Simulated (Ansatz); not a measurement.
Consider the following.

Relaxed BaTiO3 (tetragonal-perovskite type, space group P4mm):

```
BaTiO3
1.0
    3.98546     0.00000     0.00000
    0.00000     3.98546     0.00000
    0.00000     0.00000     4.20133
Ti Ba O
1 1 3
Direct
  0.50000   0.50000   0.45767
  0.00000   0.00000   0.94044
  0.50000   0.50000   0.88899
  0.50000   0.00000   0.40945
  0.00000   0.50000   0.40945
```

Scan: atom 5 (O, nearest neighbour Ti at 2.003 Å; its periodic images, 4.0 Å or more away, move with it) is displaced along Cartesian [111], direction (0.577, 0.577, 0.577) in Cartesian axes, by s. The other atoms stay.

Level of theory: PBE (plane waves to 420 eV, PAW, scalar-relativistic; Ansatz, an electronic-structure program). k mesh 7×7×6 (Γ-centred), Fermi-Dirac smearing 0.05 eV. Energies are smeared free energies. BaTiO3 is run without spin polarisation. BaTiO3 was relaxed with its symmetry unable to fall. ΔE is measured from the undisplaced structure.

The scan covers s from -0.400 to 0.400 Å in 11 points.

### Question
What force acts on the atom along the line at s = -0.400 Å?

### Answer
2.57 eV/Å.

### Question
What is the force constant k = d²E/ds² of this move at s = 0?

### Answer
5.42 eV/Å².

(A displaced cell: forces are minus the slopes of the energy, force constants its curvatures, and phonons follow from these.)
